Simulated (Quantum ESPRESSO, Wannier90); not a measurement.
**Tight-binding from DFT: SnS2 (P6₃mc)**

```xyz
6
Lattice="3.6758 0.0000 0.0000 -1.8379 3.1834 0.0000 0.0000 0.0000 12.3390" Properties=species:S:1:pos:R:3 pbc="T T T"
Sn     1.8379    -1.0611    -4.6270
Sn    -1.8379     1.0611     1.5425
S     -1.8379     1.0611    -3.1662
S      1.8379    -1.0611     3.0033
S      0.0000     0.0000     0.0813
S      0.0000     0.0000    -6.0882
```

Structure: Materials Project mp-9984, symmetrised, not relaxed again. Not found in the COD (Crystallography Open Database) copy used, which has the formula in other groups; not checked further. Method: LDA plane waves in Quantum ESPRESSO 7.5 (PseudoDojo norm-conserving files, 58 Ry, no spin polarisation, no spin-orbit coupling), Bloch states on a 6×6×4 mesh through Γ, Wannier90 4.0.1. Density: 12×12×4 mesh, cold smearing 0.01 Ry. The cell is built of weakly bound layers, chains or molecules, whose nearest atoms lie 3.88 Å apart. Database cells relaxed without dispersion often hold them too far apart, which can enlarge gaps and weakens couplings between them; spacing and stacking were not compared with the measured crystal. Spin-orbit coupling is left out although heavy elements are present.

A tight-binding model is made by disentanglement and projection with no localisation steps (num_iter = 0), so the 24 orbitals stay atom-like: hydrogen-like Sn: s;p; S: s;p, axes along x, y, z; frozen window up to 2.70 eV relative to the valence-band maximum. It follows pw.x to 2.4 meV rms for states up to 2.2 eV relative to the valence-band maximum. Matrix elements depend on this choice of orbitals and windows.

The 45 largest hoppings ⟨m,0|H|n,R⟩ between different sites (one of each Hermitian pair; signs follow the real orbitals' lobes; the list may end inside a set of equal values):

```
m            n       R  distance of the centres (Å)  t (eV)
------  ------  ------  ---------------------------  ------
S4 py   Sn2 py   1 0 0                         2.65   1.641
Sn1 py   S3 py   1 0 0                         2.65   1.640
Sn2 py   S5 py   0 1 0                         2.66   1.639
S6 py   Sn1 py   0 1 0                         2.65   1.638
S4 py   Sn2 pz   1 0 0                         2.65  -1.592
Sn1 pz   S3 py   1 0 0                         2.65   1.591
Sn2 pz   S5 py   0 1 0                         2.66  -1.589
S6 py   Sn1 pz   0 1 0                         2.66   1.588
Sn1 s    S3 py   1 0 0                         2.65   1.542
S4 py    Sn2 s   1 0 0                         2.65  -1.542
Sn2 s    S5 py   0 1 0                         2.65   1.542
S6 py    Sn1 s   0 1 0                         2.65  -1.542
S6 pz   Sn1 py   0 1 0                         2.58   1.518
Sn2 py   S5 pz   0 1 0                         2.58  -1.518
S4 pz   Sn2 py   1 0 0                         2.58  -1.515
Sn1 py   S3 pz   1 0 0                         2.59   1.514
Sn1 py    S3 s   1 0 0                         2.57  -1.467
Sn2 py    S5 s   0 1 0                         2.57  -1.466
S4 s    Sn2 py   1 0 0                         2.57   1.466
S6 s    Sn1 py   0 1 0                         2.57   1.466
Sn2 pz   S4 px   0 1 0                         2.62   1.379
S4 px   Sn2 pz  1 -1 0                         2.62  -1.378
Sn1 pz   S3 px  1 -1 0                         2.62   1.378
S3 px   Sn1 pz   0 1 0                         2.62  -1.378
S5 px   Sn2 pz   1 0 0                         2.63   1.376
S5 px   Sn2 pz   0 0 0                         2.63  -1.376
S6 px   Sn1 pz   0 0 0                         2.63   1.375
Sn1 pz   S6 px   1 0 0                         2.63  -1.375
S4 px    Sn2 s  1 -1 0                         2.62  -1.335
S3 px    Sn1 s   0 1 0                         2.62  -1.335
Sn2 s    S4 px   0 1 0                         2.62   1.335
Sn1 s    S3 px  1 -1 0                         2.62   1.335
Sn1 s    S6 px   1 0 0                         2.63   1.335
S6 px    Sn1 s   0 0 0                         2.63  -1.335
S5 px    Sn2 s   0 0 0                         2.62   1.335
S5 px    Sn2 s   1 0 0                         2.62  -1.335
S5 pz   Sn2 px   0 0 0                         2.58  -1.315
Sn1 px   S6 pz   1 0 0                         2.58  -1.315
S5 pz   Sn2 px   1 0 0                         2.58   1.315
S6 pz   Sn1 px   0 0 0                         2.58   1.314
S4 pz   Sn2 px  1 -1 0                         2.59  -1.312
Sn2 px   S4 pz   0 1 0                         2.59   1.312
S3 pz   Sn1 px   0 1 0                         2.59  -1.312
Sn1 px   S3 pz  1 -1 0                         2.59   1.311
S3 s    Sn1 px   0 1 0                         2.57   1.270
```
